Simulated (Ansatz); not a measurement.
Ga$_{2}$PN in space group P3m1 (No. 156; Ga on 1a, Ga on 1c, P on 1a, N on 1c) at seven volumes, DFT-PBEsol in the program Ansatz with PAW potentials, shape and atoms relaxed at each. One row is withheld.

| V (Å³/atom) | P (GPa) |
|---|---|
| 14.124 | 12.86 |
| 14.589 | 7.86 |
| 15.055 | 3.61 |
| 15.520 | 0.00 |
| 15.986 | -3.07 |
| 16.452 | -5.67 |
| 16.917 | ? |

**Question.** Fit the shown pressures and predict the withheld one.

**Answer.** Third-order Birch–Murnaghan: P = (3/2)B₀(x^(7/2) − x^(5/2))[1 + (3/4)(B′ − 4)(x − 1)] with x = (V₀/V)^(2/3). Least squares on the six rows gives V₀ = 15.520 Å³/atom, B₀ = 110.7 GPa, B′ = 4.42. At V = 16.917, x = 0.9442 and P = -7.89 GPa. The run itself gave -7.88 GPa.

The start of the workflow was typed in or built on a structure type; neither database checked (COD, Materials Project) lists it. Its standing as an ambient phase is unchecked. The PBEsol relaxation kept the symmetry of its start; whether a distortion lowers the energy is not shown.

Potentials: the later of the program's two PAW sets.
